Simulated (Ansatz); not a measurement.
Input and command of a plane-wave DFT calculation in Ansatz:

```yaml
crystal:
  lattice:
    - [2.81385, 0.0, 0.0]
    - [0.0, 2.81385, 0.0]
    - [0.0, 0.0, 2.81385]
  atoms:
    - { symbol: Ga, position: [0.0, 0.0, 0.0] }
    - { symbol: Ni, position: [0.5, 0.5, 0.5] }
basis:
  ecutwfc: 420
kpoints:
  mp_grid: { grid: [16, 16, 16] }
hamiltonian:
  xc: pbesol
scf:
  occupations: { method: gaussian, width: 0.15 }
output:
  forces: true
  stress: true
  eigenvalues: true
```

```bash
ansatz run input.yaml --threads 1 --pin off --max-ram 2560MiB --backend cpu --events-out ev --progress --plain --runs-dir out
```

Processor: Arm Neoverse V1, 1 thread, on a host shared with other jobs.

Problem. How long does it run, and how much memory does it take?

Solution. About 4.5 s on 1 thread of Arm Neoverse V1, on a shared host, peak memory 0.35 GiB. It solves 20 bands at 165 k points (the mesh reduced by symmetry) with about 461 plane waves, in 6 SCF iterations.
